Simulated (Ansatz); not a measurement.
ZrGeSe (space group P4/nmm)

```
CELL_PARAMETERS angstrom
      3.68273     0.00000     0.00000
      0.00000     3.68273     0.00000
      0.00000     0.00000     8.25796
ATOMIC_POSITIONS crystal
  Zr 0.00000 0.50000 0.73685
  Zr 0.50000 0.00000 0.26315
  Ge 0.00000 0.00000 0.00000
  Ge 0.50000 0.50000 0.00000
  Se 0.50000 0.00000 0.62008
  Se 0.00000 0.50000 0.37992
```

Equation-of-state scan: isotropic scaling of the cell above, V₀ being its volume. The atoms relax within the cell's symmetry.

These are PBEsol (plane waves to 420 eV, PAW, scalar-relativistic; Ansatz, a quantum-chemistry and plane-wave program) values and carry that method's errors. k mesh 13×13×6 (Γ-centred), Fermi-Dirac smearing 0.05 eV. Energies are smeared free energies. Compression counts positive. With the shape held, the modulus is that of even scaling; a crystal free to change shape is softer. ZrGeSe is run without spin polarisation. ZrGeSe was relaxed with its symmetry unable to fall. ΔE is measured from the relaxed starting cell. The last digit holds for this mesh only.

| V (Å³/atom) | ΔE (meV/atom) |
|---|---|
| 17.546 | withheld |
| 17.733 | 18.8 |
| 17.920 | 11.8 |
| 18.106 | 6.5 |
| 18.293 | 2.8 |
| 18.480 | 0.7 |
| 18.666 | 0.0 |
| 18.853 | 0.7 |
| 19.040 | 2.6 |
| 19.226 | 5.8 |
| 19.413 | 10.2 |
| 19.600 | 15.7 |
| 19.786 | 22.1 |

Q: Fit a third-order Birch-Murnaghan form (E₀, V₀, B₀, B₀′ free) to the given rows and predict ΔE at V = 17.546.

A: Least squares on the 12 given rows: ΔE = E₀ + (9V₀B₀/16)·y²·[2 + (B₀′ − 4)y], y = (V₀/V)^(2/3) − 1, with V₀ = 18.666 Å³/atom, B₀ = 117.6 GPa (160.2 GPa = 1 eV/Å³; the term in eV is multiplied by 1000), B₀′ = 4.57, E₀ = -0.01 meV/atom; root-mean-square residual 0.03 meV/atom. At 17.546 the fit gives 27.7 meV/atom; the calculation gives 27.6 meV/atom, so the extrapolation is off by 0.1 (+0.4 %). For the pressure the fit gives 8.4 GPa against the computed 8.4 GPa.

(Under strain, the slope of the energy per volume gives the stress and its curvature an elastic modulus.)
